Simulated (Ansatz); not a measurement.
ZnO (wurtzite)

Space group P6₃mc (No. 186); a = b = 3.2799 Å, c = 5.2941 Å, α = β = 90.00°, γ = 120.00°

| atom | site | symmetry | x | y | z |
|---|---|---|---|---|---|
| Zn | 2b | 3m. | 0.6667 | 0.3333 | 0.0021 |
| O | 2b | 3m. | 0.3333 | 0.6667 | 0.1231 |

The relaxed cell is deformed in two ways at once: its volume V is scaled, and at that volume it is stretched along z (the c axis of the conventional cell) so that c/a changes. Fractional atomic positions are held.

Calculation: PBE (plane waves to 420 eV, PAW, scalar-relativistic; Ansatz, a program for electronic structure). k mesh 12×12×6 (Γ-centred), Fermi-Dirac smearing 0.05 eV. Stress and pressure are positive under compression. As the atoms are clamped, bonds stretch with the cell, which overstates energies and stresses. The PAW data are Ansatz's earlier set. ZnO was relaxed with its symmetry unable to fall.

Changes of P (GPa) from the point V/V₀ = 1.000, (c/a)/(c/a)₀ = 1.000 when one coordinate moves alone (two changes are said to add if the coupling is within 5 % of the smaller one, nearly so within 20 %):

```csv
point,change
"V/V₀ = 1.000, (c/a)/(c/a)₀ = 0.920",1.31
"V/V₀ = 1.000, (c/a)/(c/a)₀ = 0.947",0.54
"V/V₀ = 1.000, (c/a)/(c/a)₀ = 0.973",0.11
"V/V₀ = 0.960, (c/a)/(c/a)₀ = 1.000",5.77
"V/V₀ = 0.973, (c/a)/(c/a)₀ = 1.000",3.71
"V/V₀ = 0.987, (c/a)/(c/a)₀ = 1.000",1.79
"V/V₀ = 1.013, (c/a)/(c/a)₀ = 1.000",-1.66
"V/V₀ = 1.027, (c/a)/(c/a)₀ = 1.000",-3.21
"V/V₀ = 1.040, (c/a)/(c/a)₀ = 1.000",-4.65
"V/V₀ = 1.000, (c/a)/(c/a)₀ = 1.027",0.15
"V/V₀ = 1.000, (c/a)/(c/a)₀ = 1.053",0.53
"V/V₀ = 1.000, (c/a)/(c/a)₀ = 1.080",1.11
```

Problem. Do the two effects add at V/V₀ = 0.973, (c/a)/(c/a)₀ = 0.920? Give the computed change.

Solution. The sum of the single changes is 3.71 + (1.31) = 5.02; the calculation gives 5.12, so the coupling contributes 0.10 (under 20 % of the smaller single change, nearly additive).

(A scan under strain: stresses follow from slopes of the energy per volume, elastic moduli from its curvatures.)
